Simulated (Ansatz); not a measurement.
NbRh₃ (Cu3Au type, space group No. 221) at seven volumes, LDA in the plane-wave PAW code Ansatz, scaled uniformly. One row is withheld.

```csv
V (Å³/atom),P (GPa)
12.680,?
13.098,21.49
13.516,9.82
13.934,0.00
14.352,-8.27
14.770,-15.22
15.188,-21.05
```

Question: Fit the shown pressures and predict the withheld one.

Answer: P = (3/2)B₀(x^(7/2) − x^(5/2))[1 + (3/4)(B′ − 4)(x − 1)] with x = (V₀/V)^(2/3). Least squares on the six rows gives V₀ = 13.934 Å³/atom, B₀ = 300 GPa, B′ = 4.76. At V = 12.680, x = 1.0649 and P = 35.43 GPa. The run itself gave 35.34 GPa.

Space group Pm-3m (Cu3Au type). The first step of the workflow began from a Materials Project structure, measured or hypothetical; the Crystallography Open Database files this formula in space group No. 221, but the cells were not matched. Its standing as an ambient phase is unchecked. Symmetry was held in the LDA relaxation; of distortions, only those at the zone centre were tested. No spin polarisation was allowed.

Potentials: the later of the program's two PAW sets.
